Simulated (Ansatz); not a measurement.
The geometry is COD entry 1011099, unchecked; take it as a test cell. It is an old determination, and later ones may differ.

Input and log of a run on TiN: DFT, PBEsol, PAW with Ansatz's default frozen-core files, scalar-relativistic (Ansatz 0.2.0).

Command: `ansatz run input.yaml --threads 1 --pin off --max-ram 3072MiB --backend cpu --events-out ev --progress --plain --runs-dir out` The run took 14 s on 1 thread of AMD EPYC 9R45 96-Core Processor (Zen 5) (shared host), peak memory 0.43 GiB.

```yaml
crystal:
  lattice:
    - [0.0, 2.122, 2.122]
    - [2.122, 0.0, 2.122]
    - [2.122, 2.122, 0.0]
  atoms:
    - { symbol: Ti, position: [0.0, 0.0, 0.0] }
    - { symbol: "N", position: [0.5, 0.5, 0.5] }
kpoints:
  mp_grid: { grid: [17, 17, 17] }
  band_path:
    path:
      - [0.0, 0.0, 0.0]
      - [0.5, 0.0, 0.5]
      - [0.625, 0.25, 0.625]
      - [0.375, 0.375, 0.75]
      - [0.0, 0.0, 0.0]
      - [0.5, 0.5, 0.5]
      - [0.5, 0.25, 0.75]
      - [0.5, 0.0, 0.5]
    npoints: 14
scf:
  occupations: { method: fermi_dirac, width: 0.05 }
hamiltonian:
  xc: pbesol
  pseudopotentials: { kind: paw }
output:
  forces: true
  stress: true
  eigenvalues: true
  efg: { contact_densities: true }
  populations: true
  bader: true
  dos: { projected: true, de: 0.2, e_range: [-14, 8] }
  write_density: true
  write_potential: true
  elf: true
  volumetric_format: npy
```

The log:

```
Engine: ansatz 0.2.0
Pseudopotentials: kind: paw
Pseudopotential: Ti, paw, valence charge 12, recommended cutoff 420 eV (normal)
Pseudopotential: N, paw, valence charge 5, recommended cutoff 420 eV (normal)
Functional definition: PBEsol
  exchange = pbesol_x
  correlation = pbesol_c
Crystal: 2 atoms, lattice volume = 19.110 Å³
Basis set: ecut = 420 eV, 339 PW (Γ), exchange–correlation on 48×48×48 points (8 copies of the dense FFT grid, shifted against one another)
Bands: 13, of which v1, the nominal top of the filled ones, is band 9 counted from 1 (8 counted from 0)
Symmetry: 48 space group operations
Space group: Fm-3m (ITA 225), of the structure as read, at distance tolerance 2.7e-5 Å
k-points: 165 of 4913
Non-local potential: Ti, projectors of the file, l = 0: 3, l = 1: 2, l = 2: 3, l = 3: 1
Non-local potential: N, projectors of the file, l = 0: 2, l = 1: 2, l = 2: 1
PAW form: soft (Blöchl's): semilocal exchange-correlation on the pseudo side does not see the compensation charge
PAW frozen core: Ti, regenerated for the run's functional, and the local potential with it (the file was generated under x = pbe(κ = 0.804, μ = 0.2195149727645171), c = pbe(β = 0.06672455060314922))
PAW frozen core: N, regenerated for the run's functional, and the local potential with it (the file was generated under x = pbe(κ = 0.804, μ = 0.2195149727645171), c = pbe(β = 0.06672455060314922))
PAW one-centre angular grid: Ti, 590 points (default); XC on 64 Gauss nodes
PAW one-centre angular grid: N, 110 points (default); XC on 64 Gauss nodes
Initial density: superposition of atomic densities (neutral atoms: chi_scale 0, normalization atom), corrected by the library's trained network
Initial wavefunctions: pseudopotential atomic-orbital guess
Functional: x = pbesol(κ = 0.804, μ = 0.12345679012345678), c = pbesol(β = 0.046)
SCF iter   1: F=—  HF=-2856.222375 eV  |F-HF|=—  |Δ(HF+E_count)|=         —  Δρ=1.35e-2  dr2=3.34e-2  ethr=1.77e-3  ⟨swp⟩=4.4  Hψ=9893  notcnv=0
preconditioner: auto → none  [metal: Δε(μ)=0.015 eV  Ē_g=9.570 eV  σ=0.050 eV  W_gap=0.07  n_scr=8 (ndim 8)  ℏωp=25.5 eV  f_vac=0.000  D(μ)=0.80/eV (n_scr^D=8)  sad-step TF]
SCF iter   2: F=—  HF=-2856.216120 eV  |F-HF|=—  |Δ(HF+E_count)|=   6.25e-3  Δρ=7.61e-3  dr2=1.23e-2  ethr=1.97e-4  ⟨swp⟩=2.0  Hψ=4146  notcnv=0  defer=6
SCF iter   3: F=—  HF=-2856.213577 eV  |F-HF|=—  |Δ(HF+E_count)|=   2.54e-3  Δρ=1.03e-3  dr2=2.50e-4  ethr=7.21e-5  ⟨swp⟩=2.0  Hψ=3140  notcnv=0  defer=6
SCF iter   4: F=—  HF=-2856.213542 eV  |F-HF|=—  |Δ(HF+E_count)|=   3.53e-5  Δρ=1.05e-4  dr2=1.46e-6  ethr=1.47e-6  ⟨swp⟩=2.0  Hψ=2488  notcnv=0  defer=6
SCF iter   5: F=—  HF=-2856.213542 eV  |F-HF|=—  |Δ(HF+E_count)|=   1.47e-7  Δρ=5.94e-6  dr2=3.38e-9  ethr=8.56e-9  ⟨swp⟩=2.1  Hψ=2961  notcnv=0  defer=6
SCF iter   6: F=-2856.213542 eV  HF=-2856.213542 eV  |F-HF|=3.32e-11  |Δ(HF+E_count)|=   1.35e-9  Δρ=6.55e-7  dr2=5.17e-11  ethr=1.99e-11  ⟨swp⟩=4.4  Hψ=10321  notcnv=0
SCF 1 converged in 6 iterations: F = -2856.213542 eV  dr2 = 5.17e-11
  greatest PAW one-centre occupation: 0.999 electrons in one spin orbital (limit 2), on the Ti atom at site 0 (counted from 0), in its partial waves of l = 0
NSCF: frozen V_eff on 99 k-points
SCF converged after 6 iterations
Free energy (F): -2856.213542 eV
Harris-Foulkes:  -2856.213542 eV  (|F-HF|=3.32e-11)
Internal energy: -2856.206873 eV  (E = F + TS)
E sigma→0 (E₀):  -2856.210208 eV
Entropy (-TS):   -0.006669 eV (-3.334 meV/atom)
Fermi energy:    16.962595 eV
--- Per-component energies (eV) ---
  E_band       = -93.276478
  E_kinetic    = 405.419632
  E_local      = -788.576733  (includes V_loc(G=0)·N_el)
  E_nonlocal   = 52.525287
  E_hartree    = 312.990531
  E_xc         = -158.390182
  E_vxc        = -200.461870  (∫ρ·V_xc dr)
  E_paw        = -1144.002650  (= ΣΔE_a)
  E_vpaw       = -188.164290  (= ΣTr[D̂ρ^β])
  E_aug_tail   = 0.000205  (compensation charges beyond the density's cutoff)
  E_ewald      = -1536.340447
  E_core_change = 0.167483  (= ΣΔE_core)
  E_smearing   = -0.006669  (= −TS)
  E_closure    = 0.000000  (closes the sum)
  Σ components = -2856.213542   (vs F -2856.213542, Δ=0.00e0)
--- Forces (eV/Å), atoms counted from 1 ---
  atom   1  Ti    -0.00000000     0.00000000     0.00000000
  atom   2  N      0.00000000    -0.00000000     0.00000000
  max |Σ_I F_I| component: 5.85e-30 eV/Å
--- Stress (GPa, compression-positive) ---
       -8.037126       0.000000       0.000000
        0.000000      -8.037126      -0.000000
        0.000000      -0.000000      -8.037126
  P = ⅓ Tr σ = -8.0371 GPa (-80.371 kbar)
--- PAW observables at the nuclei: V_zz in 10²¹ V/m², potentials from the cell's mean, atoms counted from 1 ---
  atom   1  Ti V_zz =    +0.000000   η = 0.0000   by run symmetry: forbidden
            electrostatic potential = -2533.887686 V   contact ρ = 56637.832547 e/Å³
  atom   2  N  V_zz =    -0.000000   η = 0.0000   by run symmetry: forbidden
            electrostatic potential = -521.564617 V   contact ρ = 1404.659642 e/Å³
--- Band table (eV; the first three rows and the last of 165) ---
  k-point 0: bands = ["-40.6125", "-16.7023", "-16.7023", "-16.7023", "-0.0849", "14.9435", "14.9435", "14.9435", "16.3398", "16.3398", "16.3398", "17.5462", "17.5462"]
  k-point 1: bands = ["-40.6092", "-16.7257", "-16.7042", "-16.7042", "-0.0162", "14.5320", "14.6380", "14.6380", "16.4466", "16.4466", "16.5549", "17.8587", "17.8587"]
  k-point 2: bands = ["-40.5997", "-16.7923", "-16.7097", "-16.7097", "0.1844", "13.6737", "14.0223", "14.0223", "16.6694", "16.6694", "16.8984", "18.5843", "18.5843"]
  k-point 164: bands = ["-40.4814", "-17.1030", "-17.0636", "-16.9250", "1.8273", "11.2598", "11.5433", "11.7154", "17.6861", "18.0973", "19.3879", "20.1429", "20.9044"]
--- Löwdin populations: 2 sites ---
  site symbol       q [e]
     0     Ti     11.1676
     1      N      5.7656
  spilling = 0.003932 (of n_electrons = 17.000000)
--- Bader charges: 2 sites ---
  site symbol  charge [e]  shift [e]
     0     Ti      1.7301     0.0002
     1      N     -1.7301     0.0002
  estimated error of the sums over rays = 4.0e-4 e
```

Spin polarisation is left out, and whether a magnetic state lies lower isn't shown here.
